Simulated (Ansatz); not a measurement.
The start is a generated trial cell of Ba in the AFLOW prototype A_tI2_139_a (A6, as in In). The structure is fully relaxed (lattice and positions, P = 0) with PBEsol (plane waves to 420 eV, PAW, scalar-relativistic; Ansatz, a first-principles code). The first steps use a coarse 9×9×9 k-mesh.

Initial structure:
```
CELL_PARAMETERS angstrom
     -2.45004     2.45004     2.63437
      2.45004    -2.45004     2.63437
      2.45004     2.45004    -2.63437
ATOMIC_POSITIONS crystal
  Ba 0.00000 0.00000 0.00000
```

```json
{
  "outcome": "The space group goes from I4/mmm (No. 139) to Im-3m (No. 229); the end is bcc (W type), with 1 atom in the primitive cell",
  "energy_released": "0.01 eV/atom",
  "volume_change": "-8.0 %, from 63.25 to 58.17 Å³/atom",
  "band_gap_at_the_end": "zero (metallic)",
  "optimiser_moves": "6"
}
```

It ends as:

Space group Im-3m (No. 229); a = 4.882 Å, b = 4.882 Å, c = 4.882 Å, α = 90.00°, β = 90.00°, γ = 90.00°

```csv
atom,site,symmetry,x,y,z
Ba,2a,m-3m,0.0000,0.0000,0.0000
```
(The calculation used a cell of 1 atom; values per cell refer to that cell.)

Final values are on a 14×14×14 k-mesh of the relaxed cell. No spin polarisation in the result.

The run could not lose the symmetry of its start.
